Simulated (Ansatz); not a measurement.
Input file for Ansatz (an electronic-structure program):

Ansatz 0.2 input:
```yaml
crystal:
  lattice:
    - [0.0, 2.2491208092, 2.2491208092]
    - [2.2491208092, 0.0, 2.2491208092]
    - [2.2491208092, 2.2491208092, 0.0]
  atoms:
    - { symbol: Ga, position: [0.0, 0.0, 0.0] }
    - { symbol: N, position: [0.25, 0.25, 0.25] }
kpoints:
  mp_grid: { grid: [9, 9, 9] }
basis: { xc_grid: 2 }
hamiltonian:
  xc: pbesol
  pseudopotentials: { kind: paw }
scf:
  occupations: { method: fixed }
output:
  optics: { e_range: [0.0, 15.0], de: 0.05, sigma: 0.1, bands: { spectra_wanted_up_to: 12 eV } }
```

Output (shortened):

```
output.optics: the spectra are integrated over the Brillouin zone by k·p interpolation around the k-points, where levels, occupations, output.optics.sigma and …
Pseudopotential: Ga, paw, valence charge 13
Pseudopotential: N, paw, valence charge 5
Functional definition: PBEsol
Crystal: 2 atoms, lattice volume = 22.755 Å³
Basis set: ecut = 420 eV, 459 PW (Γ), exchange–correlation on 48×48×48 points (8 copies of the dense FFT grid, shifted against one another)
Bands: 13, of which v1, the nominal top of the filled ones, is band 9 counted from 1 (8 counted from 0)
Symmetry: 24 space group operations
Space group: F-43m (ITA 216), of the structure as read, at distance tolerance 2.8e-5 Å
k-points: 35 of 729 (time reversal used)
SCF iter   1: F=—  HF=-4122.844448 eV  |F-HF|=—  |Δ(HF+E_count)|=         —  Δρ=1.22e-2  dr2=3.32e-2  ethr=1.77e-3  ⟨swp⟩=4.2  Hψ=2076  notcnv=0  defer=54
preconditioner: auto → none
SCF iter   2: F=—  HF=-4122.836711 eV  |F-HF|=—  |Δ(HF+E_count)|=   7.74e-3  Δρ=5.38e-3  dr2=5.91e-3  ethr=1.84e-4  ⟨swp⟩=2.3  Hψ=945  notcnv=0  defer=68
SCF iter   3: F=—  HF=-4122.834989 eV  |F-HF|=—  |Δ(HF+E_count)|=   1.72e-3  Δρ=5.80e-4  dr2=4.54e-5  ethr=3.28e-5  ⟨swp⟩=2.1  Hψ=636  notcnv=0  defer=68
SCF iter   4: F=—  HF=-4122.834990 eV  |F-HF|=—  |Δ(HF+E_count)|=   1.32e-6  Δρ=3.06e-4  dr2=9.03e-6  ethr=2.52e-7  ⟨swp⟩=2.4  Hψ=766  notcnv=0  defer=2
SCF iter   5: F=—  HF=-4122.834988 eV  |F-HF|=—  |Δ(HF+E_count)|=   1.78e-6  Δρ=3.42e-5  dr2=8.52e-8  ethr=5.02e-8  ⟨swp⟩=2.2  Hψ=771  notcnv=0
SCF iter   6: F=—  HF=-4122.834991 eV  |F-HF|=—  |Δ(HF+E_count)|=   3.28e-6  Δρ=3.35e-6  dr2=1.04e-9  ethr=4.73e-10  ⟨swp⟩=2.5  Hψ=731  notcnv=0
SCF iter   7: F=—  HF=-4122.834991 eV  |F-HF|=—  |Δ(HF+E_count)|=  1.76e-10  Δρ=6.13e-7  dr2=3.15e-11  ethr=5.78e-12  ⟨swp⟩=2.8  Hψ=785  notcnv=0
SCF iter   8: F=-4122.834991 eV  HF=-4122.834991 eV  |F-HF|=1.82e-12  |Δ(HF+E_count)|=  2.73e-12  Δρ=1.64e-8  dr2=2.44e-14  ethr=1.00e-12  ⟨swp⟩=3.0  Hψ=1430  notcnv=0
SCF 1 converged in 8 iterations: F = -4122.834991 eV  dr2 = 2.44e-14
NSCF: frozen V_eff on 35 k-points
Optics k sum: 0 of 35 k-points
Optics k sum: 2 of 35 k-points
Optics k sum: 4 of 35 k-points
Optics k sum: 6 of 35 k-points
Optics k sum: 7 of 35 k-points
Optics k sum: 9 of 35 k-points
Optics k sum: 11 of 35 k-points
Optics k sum: 13 of 35 k-points
Optics k sum: 14 of 35 k-points
Optics k sum: 16 of 35 k-points
Optics k sum: 18 of 35 k-points
Optics k sum: 20 of 35 k-points
Optics k sum: 21 of 35 k-points
Optics k sum: 23 of 35 k-points
Optics k sum: 25 of 35 k-points
Optics k sum: 27 of 35 k-points
Optics k sum: 28 of 35 k-points
Optics k sum: 30 of 35 k-points
Optics k sum: 32 of 35 k-points
Optics k sum: 34 of 35 k-points
Optics k sum: 35 of 35 k-points
Optics k sum: 0 of 35 k-points
Optics k sum: 2 of 35 k-points
Optics k sum: 4 of 35 k-points
Optics k sum: 6 of 35 k-points
Optics k sum: 7 of 35 k-points
Optics k sum: 9 of 35 k-points
Optics k sum: 11 of 35 k-points
Optics k sum: 13 of 35 k-points
Optics k sum: 14 of 35 k-points
Optics k sum: 16 of 35 k-points
Optics k sum: 18 of 35 k-points
Optics k sum: 20 of 35 k-points
Optics k sum: 21 of 35 k-points
Optics k sum: 23 of 35 k-points
Optics k sum: 25 of 35 k-points
Optics k sum: 27 of 35 k-points
Optics k sum: 28 of 35 k-points
Optics k sum: 30 of 35 k-points
Optics k sum: 32 of 35 k-points
Optics k sum: 34 of 35 k-points
Optics k sum: 35 of 35 k-points
NSCF: frozen V_eff on 1 k-points
NSCF: frozen V_eff on 1 k-points
NSCF: frozen V_eff on 1 k-points
NSCF: frozen V_eff on 1 k-points
output.optics: what the bands over the 17 summed would add to eps1, eps2 and the energy-loss function is held between a lower and an upper bound (6 Lanczos …
SCF converged after 8 iterations
Free energy (F): -4122.834991 eV
Harris-Foulkes:  -4122.834991 eV  (|F-HF|=1.82e-12)
Internal energy: -4122.834991 eV  (E = F + TS)
E sigma→0 (E₀):  -4122.834991 eV
Fermi energy:    9.598740 eV
--- Per-component energies (eV) ---
  E_band       = -6.797438
  E_kinetic    = 246.671920
  E_local      = -1945.363787  (includes V_loc(G=0)·N_el)
  E_nonlocal   = 475.430630
  E_hartree    = 893.645472
  E_xc         = -127.705880
  E_vxc        = -133.879215  (∫ρ·V_xc dr)
  E_paw        = -2075.878315  (= ΣΔE_a)
  E_vpaw       = -436.948043  (= ΣTr[D̂ρ^β])
  E_aug_tail   = 0.000120  (compensation charges beyond the density's cutoff)
  E_ewald      = -1590.526226
  E_core_change = 0.891077  (= ΣΔE_core)
  E_smearing   =  0.000000  (= −TS)
  E_closure    = 0.000000  (closes the sum)
  Σ components = -4122.834991   (vs F -4122.834991, Δ=0.00e0)
  [band-id]    e_kinetic+e_local+e_nonlocal+2·e_hartree+e_vxc+e_vpaw+e_augmentation_tail = -6.797432   (vs E_band -6.797438, Δ=5.50e-6)
--- Band table (eV; the first three rows and the last of 35) ---
  k-point 0: bands = ["-6.3768", "-3.8878", "-3.8878", "-3.8878", "-3.5618", "-3.5618", "9.5987", "9.5987", "9.5987", "11.3004", "19.8366", "19.8366", "19.8366"]
  k-point 1: bands = ["-6.2390", "-3.8709", "-3.8709", "-3.8393", "-3.5633", "-3.5633", "8.2988", "9.4667", "9.4667", "12.2915", "19.2414", "20.0351", "20.0351"]
  k-point 2: bands = ["-5.9087", "-3.8344", "-3.8344", "-3.6216", "-3.5603", "-3.5603", "6.2324", "9.1545", "9.1545", "13.4252", "18.4271", "20.2913", "20.2913"]
  k-point 34: bands = ["-5.2849", "-3.7449", "-3.7078", "-3.5660", "-3.5434", "-1.6341", "3.7941", "5.6267", "6.4150", "15.6745", "17.8050", "19.4984", "21.1293"]
```

Cost: roughly 12 core-seconds on shared cores.

The cell was relaxed with PBEsol under the symmetry of its start. Scalar-relativistic: spin–orbit coupling is off unless named, which matters more the heavier the elements.

Potentials: the later of the program's two PAW sets.

Ansatz is a plane-wave DFT program.
